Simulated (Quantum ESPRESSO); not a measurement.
Ti2Au3MgInRh, different elements on one site, starting from this cell

Computed values, not a measurement. The program is pw.x of Quantum ESPRESSO 7.5 (plane-wave density functional theory). The cell is made up: eight metal atoms on a face-centred cubic lattice, with elements, volume, strain and displacements drawn at random and not relaxed, so it may be unstable or far from any real phase. PseudoDojo standard norm-conserving files set the functional (PBE unless stated); there is no spin polarisation or spin-orbit coupling, the Fermi-Dirac width of 0.25 eV means electrons at about 2900 K, and the masses in the input are unused placeholders. Heavy elements are run without spin-orbit coupling, which real alloys of them have. A spin test at this wide smearing found no moment, but such smearing suppresses magnetism that the real alloy may have.

The runs put different elements on site 5. Cell, positions, cutoff, mesh and smearing stay as in the input of run 1; sites are counted in its order. Stress in the tables is positive in tension.

Input of run 1:

```
&control calculation='scf', pseudo_dir='./dojo.nc.sr.pbe.v0_5.standard.upf', outdir='./o', disk_io='medium', tprnfor=.true., tstress=.true. /
&system ibrav=0, nat=8, ntyp=5, nbnd=74, ecutwfc=87.97787729, nosym=.true., tot_charge=0,
 occupations='smearing', smearing='fd', degauss=0.0183746611
/
&electrons conv_thr=1.470e-08, electron_maxstep=70, mixing_beta=0.5 /
ATOMIC_SPECIES
Au 1.0 Au.upf
In 1.0 In.upf
Mg 1.0 Mg.upf
Rh 1.0 Rh.upf
Ti 1.0 Ti.upf
CELL_PARAMETERS angstrom
0.0109 -2.094 -2.099
2.0972 4.164 -2.0858
8.2677 -4.1373 4.1037
ATOMIC_POSITIONS angstrom
Ti 0.0231 -0.0414 -0.0417
Au 4.1768 -2.0751 2.1378
Au 4.1816 -0.0923 -0.0756
Mg 8.1808 -2.0981 2.0379
In 2.0923 -2.0168 -0.0502
Au 6.0852 -4.3042 1.9453
Rh 2.2033 -0.0968 -2.1154
Ti 6.1531 -2.1984 -0.042
K_POINTS automatic
8 5 3 1 1 1
```

```
run  elements on sites 1 to 8  -TS (eV)  pressure (GPa)  stress xx (GPa)  stress yy (GPa)  stress zz (GPa)  stress yz (GPa)  stress xz (GPa)  stress xy (GPa)  iterations
  1   Ti Au Au Mg In Au Rh Ti    -1.356           -1.59             2.20             1.21             1.35            -2.84            -2.64             1.64          17
  2   Ti Au Au Mg Li Au Rh Ti    -1.445           -6.05             5.79             6.27             6.09            -1.90            -2.61             1.44          16
  3   Ti Au Au Mg Pt Au Rh Ti    -1.605           -7.78             8.72             7.38             7.23            -1.18            -1.19             0.07          18
  4   Ti Au Au Mg Mo Au Rh Ti    -1.687           -8.00             8.33             7.78             7.90            -1.45            -1.87             0.32          18
  5   Ti Au Au Mg Ta Au Rh Ti    -1.564           -5.58             5.92             5.25             5.58            -2.64            -2.29             0.95          20
```

Forces Fx Fy Fz (eV/Å):

| site | run 1 | run 2 | run 3 | run 4 | run 5 |
| --- | --- | --- | --- | --- | --- |
| 1 | 0.19 0.21 -0.05 | 0.43 0.06 0.01 | 1.53 -0.43 0.50 | 1.15 -0.25 0.27 | 0.66 0.01 0.16 |
| 2 | -0.34 -0.12 -0.66 | -0.52 0.04 -0.80 | -0.65 -0.02 -0.74 | -0.81 0.08 -0.88 | -0.77 0.08 -0.88 |
| 3 | 0.42 0.07 0.23 | -0.29 0.09 0.13 | 0.03 0.10 0.21 | -0.20 0.14 0.25 | -0.08 0.17 0.25 |
| 4 | 0.81 -0.51 0.29 | 0.87 -0.52 0.29 | 0.87 -0.54 0.32 | 0.82 -0.52 0.30 | 0.77 -0.50 0.28 |
| 5 | -0.25 -0.65 0.35 | 0.51 -0.37 0.25 | -1.29 -0.09 -0.11 | -0.99 -0.09 -0.18 | -0.49 -0.40 -0.02 |
| 6 | 1.20 -0.30 0.96 | 1.24 -0.32 0.99 | 1.18 -0.28 0.93 | 1.14 -0.27 0.96 | 1.12 -0.27 0.97 |
| 7 | -1.32 0.70 -0.72 | -1.32 0.38 -0.41 | -0.88 0.60 -0.64 | -0.39 0.24 -0.25 | -0.56 0.26 -0.31 |
| 8 | -0.71 0.60 -0.41 | -0.92 0.64 -0.45 | -0.80 0.64 -0.46 | -0.72 0.66 -0.47 | -0.65 0.65 -0.45 |

Energies are left out, as each element's file has its own zero. A rerun of one cell of this series at a higher cutoff and on a denser mesh moved values by no more than 0.005 eV in energy, 0.03 GPa in stress and 0.005 eV/Å in force, and a second program with other atomic files agreed on that cell to 2 % rms in force and 0.5 GPa in pressure.